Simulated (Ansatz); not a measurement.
A geometry of ZrO₂ away from equilibrium: step 2 of the relaxation of a relaxed ZrO2 cell shaken by Gaussian noise of σ = 0.08 Å a coordinate. Computed with r2SCAN (plane waves to 500 eV, PAW, scalar-relativistic; Ansatz, a first-principles code). Γ-centred k-mesh 5×5×7 on the run's cell (coarser than for final values), Fermi–Dirac smearing 0.05 eV.

```
ZrO2
1.0
    5.55946     0.00231    -0.02404
   -2.77773     4.84660    -0.00239
   -0.01411    -0.00977     3.34664
O Zr
6 3
Cartesian
  1.54628   0.06111  -0.05017
 -0.72639   1.26197  -0.01466
  2.05779   3.63699   0.01978
  3.28807  -0.00435   1.63015
  3.87948   3.01661   1.65267
  1.09492   1.96405   1.65675
 -0.00553   0.01980   1.62889
  0.01488   3.24138  -0.08432
  2.86838   1.64405   0.00296
```

Question: What forces act on the atoms (eV/Å)?

Answer: 
| atom | Fx | Fy | Fz |
|---|---|---|---|
| O1 | -1.26 | -0.18 | 0.22 |
| O2 | 0.46 | 0.55 | -0.14 |
| O3 | 0.35 | -0.61 | -0.84 |
| O4 | 0.97 | 0.47 | 0.07 |
| O5 | 0.53 | -1.58 | -0.16 |
| O6 | -0.05 | 0.45 | -0.02 |
| Zr7 | 0.56 | 0.15 | 0.67 |
| Zr8 | 0.65 | 0.72 | 0.25 |
| Zr9 | -2.21 | 0.03 | -0.05 |

Question: What is the pressure?

Answer: +1.9 GPa, compression positive.

Question: How far above the relaxed end point is this geometry?

Answer: 0.04 eV/atom; the path ends in P-62m (No. 189) (AFLOW prototype A2B_hP9_189_fg_bc (C22, as in Fe2P)).

No spin polarisation in the result.

The end of the path is a generated cell of ZrO2: the first start was made by placing the elements on the sites of a structure type, and the end was not matched to a known phase here, so it may be hypothetical. Known forms of ZrO2 include space group No. 14, 137, 225.
